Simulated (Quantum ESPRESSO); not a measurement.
# Band energies of OsSi₄P₄

```
CELL_PARAMETERS angstrom
      4.95955     0.00000     0.00000
      1.84671     5.32091     0.00000
      2.28254    -0.29473     5.74150
ATOMIC_POSITIONS crystal
  Si 0.99553 0.99955 0.99141
  Si 0.38899 0.37057 0.73588
  Si 0.51500 0.62006 0.18354
  Si 0.82163 0.80182 0.53152
  P  0.31273 0.04178 0.62255
  P  0.49395 0.25349 0.06110
  P  0.77268 0.43714 0.42680
  P  0.92046 0.66724 0.86690
  Os 0.15194 0.02495 0.30260
```

LDA (pw.x of Quantum ESPRESSO, ONCV potentials, no spin-orbit coupling); path XΓY,LΓZ,NΓM,RΓ; energies in eV from the valence-band maximum.

```
k (1/Å)  point  band 22  band 23  band 24  band 25  band 26  band 27  band 28  band 29
-------  -----  -------  -------  -------  -------  -------  -------  -------  -------
0.00         X    -1.82    -1.57    -1.08    -0.78    -0.65     1.49     1.70     2.25
0.39              -1.89    -1.68    -1.00    -0.41    -0.16     1.99     2.24     2.68
0.59         Γ    -2.40    -2.03    -0.95    -0.33     0.00     2.15     2.49     2.82
0.86              -1.68    -1.51    -1.33    -0.98    -0.22     1.64     1.91     2.23
1.14         Y    -1.93    -1.51    -1.36    -0.88    -0.45     1.51     1.79     2.10
1.14         L    -2.01    -1.80    -1.36    -1.18    -1.02     1.37     1.62     1.77
1.53              -1.98    -1.56    -1.24    -1.08    -0.43     1.73     1.97     2.17
1.92         Γ    -2.40    -2.03    -0.95    -0.33     0.00     2.15     2.49     2.82
2.11              -2.25    -1.87    -1.09    -0.49    -0.16     2.04     2.22     2.64
2.47              -1.63    -1.42    -1.06    -0.68    -0.53     1.61     2.46     2.62
2.65         Z    -1.56    -1.31    -0.96    -0.62    -0.46     1.47     2.19     2.65
2.65         N    -2.10    -1.30    -1.14    -0.55    -0.22     2.27     2.28     2.83
3.05              -1.59    -1.43    -0.78    -0.67    -0.47     1.99     2.25     2.53
3.45         Γ    -2.40    -2.03    -0.95    -0.33     0.00     2.15     2.49     2.82
3.63              -2.20    -1.65    -1.23    -0.50    -0.09     2.02     2.23     2.62
3.99              -1.78    -1.49    -1.10    -0.78    -0.40     1.95     2.17     2.54
4.17         M    -1.69    -1.43    -1.11    -0.65    -0.53     2.09     2.63     2.74
4.17         R    -1.82    -1.59    -1.19    -1.03    -0.32     2.36     2.56     2.95
4.48              -1.77    -1.28    -1.05    -0.68    -0.50     2.01     2.40     2.80
4.94         Γ    -2.40    -2.03    -0.95    -0.33     0.00     2.15     2.49     2.82
```

The LDA gap is indirect, 1.37 eV, from Γ to L; the smallest direct gap is 1.76 eV.

Spin-orbit coupling is left out, which matters for elements this heavy: edges can move by tenths of an eV.

Geometry of the Materials Project entry, not relaxed at this level.

The structure is a Materials Project entry; no match was found in the copy of COD used, and its stability was not checked.
